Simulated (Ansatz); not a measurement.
Geometry optimisation in Ansatz: input, command and trajectory.

```yaml
crystal:
  lattice:
    - [3.5827469164, 0.0, 0.0]
    - [-1.7913734582, 3.1027498449, 0.0]
    - [0.0, 0.0, 5.6696385598]
  atoms:
    - { symbol: Pt, position: [0.0, 0.0, 0.0] }
    - { symbol: S, position: [0.3333333333, 0.6666666667, 0.2197494883] }
    - { symbol: S, position: [0.6666666667, 0.3333333333, 0.7802505117] }
basis:
  ecutwfc: 500
kpoints:
  mp_grid: { grid: [12, 12, 6] }
hamiltonian:
  xc: r2scan
scf:
  occupations: { method: gaussian, width: 0.02 }
output:
  forces: true
  stress: true
  eigenvalues: true
relax:
  adjacent_minimum: "off"
  f_tol: 0.01
  max_steps: 30
  cell: { stress_tol: 0.1, fix: [volume] }
```

```bash
ansatz run input.yaml --threads 1 --pin off --max-ram 2560MiB --backend cpu --events-out ev --progress --plain --runs-dir out
```

Computed with DFT r2SCAN, scalar-relativistic, plane waves, PAW (Ansatz).

The volume is held at 1.03 times that of the relaxed cell.

Of 4 frames 3 are shown, positions in Å and forces in eV/Å; the SCF threshold varies from step to step. Steps run on the plane waves of an earlier cell, with a Pulay correction in the pressure. The basis is chosen afresh for the last frame, the zero of the energies, and at times for earlier ones too; energy and pressure can step there, also at an unchanged geometry. Where two frames share a geometry here, they differ by under 2 meV/atom and 0.3 GPa.

```xyz
3
Lattice="3.5827 0.0000 0.0000 -1.7914 3.1027 0.0000 0.0000 0.0000 5.6696" Properties=species:S:1:pos:R:3:forces:R:3 pbc="T T T" step=1 free_energy_over_end_meV_per_atom=6.38 pressure_GPa=-3.53
Pt    0.0000    0.0000    0.0000    0.0000    0.0000    0.0000
S     0.0000    2.0685    1.2459    0.0000    0.0000   -0.3812
S     1.7914    1.0342    4.4237    0.0000    0.0000    0.3812
3
Lattice="3.5571 0.0000 0.0000 -1.7785 3.0805 0.0000 0.0000 0.0000 5.7518" Properties=species:S:1:pos:R:3:forces:R:3 pbc="T T T" step=2 free_energy_over_end_meV_per_atom=0.63 pressure_GPa=0.05
Pt    0.0000    0.0000    0.0000    0.0000    0.0000    0.0000
S     0.0000    2.0537    1.2203    0.0000    0.0000    0.1322
S     1.7785    1.0268    4.5314    0.0000    0.0000   -0.1322
3
Lattice="3.5487 0.0000 0.0000 -1.7743 3.0732 0.0000 0.0000 0.0000 5.7791" Properties=species:S:1:pos:R:3:forces:R:3 pbc="T T T" step=4 free_energy_over_end_meV_per_atom=0.00 pressure_GPa=-0.31
Pt    0.0000    0.0000    0.0000    0.0000    0.0000    0.0000
S     0.0000    2.0488    1.2348    0.0000    0.0000   -0.0015
S     1.7743    1.0244    4.5443    0.0000    0.0000    0.0015
```

The run took 56 s on 1 thread of Arm Neoverse V2, on a shared host, peak memory 0.56 GiB.

Spin–orbit coupling is left out, which can shift energies with elements as heavy as these. The cell holds layers, and r2SCAN describes their binding at middle range but leaves out its long-range dispersion part.